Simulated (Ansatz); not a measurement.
Starting cell, NaCl (rock salt):

```
CELL_PARAMETERS angstrom
      0.00000     5.69553     5.69553
      2.84776     2.84776     5.69553
      2.84776     2.84776     0.00000
ATOMIC_POSITIONS crystal
  Cl 0.00000 0.00000 0.00000
  Cl 0.50000 0.00000 0.00000
  Na 0.00000 0.50000 0.50000
  Na 0.50000 0.50000 0.50000
```

The atoms are displaced by Q × the pattern below (from a DFPT mode at X = (0.5, 0.5, 0.0), largest move 1; Q in Å), at fixed cell. (q is in reciprocal vectors of the primitive cell; the cell shown is doubled to hold the pattern.)

```json
[
 {"atom": "Cl1", "x": "0.000", "y": "0.000", "z": "1.000"},
 {"atom": "Cl2", "x": "0.000", "y": "0.000", "z": "-1.000"},
 {"atom": "Na3", "x": "0.000", "y": "0.000", "z": "-0.975"},
 {"atom": "Na4", "x": "0.000", "y": "0.000", "z": "0.975"}
]
```

These are PBE (plane waves to 420 eV, PAW, scalar-relativistic; Ansatz, an electronic-structure program) values and carry that method's errors. k mesh 10×10×10 (Γ-centred), Fermi-Dirac smearing 0.05 eV. Energies are smeared free energies. NaCl was relaxed with its symmetry unable to fall. The zero of ΔE is the undisplaced structure.

| Q (Å) | ΔE (meV/cell) |
|---|---|
| -0.100 | 66.8 |
| -0.067 | 28.7 |
| -0.033 | 7.0 |
| 0.000 | 0.0 |
| 0.033 | 7.0 |
| 0.067 | 28.7 |
| 0.100 | 66.8 |

**Question.** Which DFPT wavenumber at X = (0.5, 0.5, 0.0) belongs to this mode?
A. 172 cm⁻¹
B. 138 cm⁻¹
C. 83 cm⁻¹

**Answer.** A, 172 cm⁻¹. The curvature of the scan gives 172 cm⁻¹

(A displaced cell: forces are minus the slopes of the energy, force constants its curvatures, and phonons follow from these.)
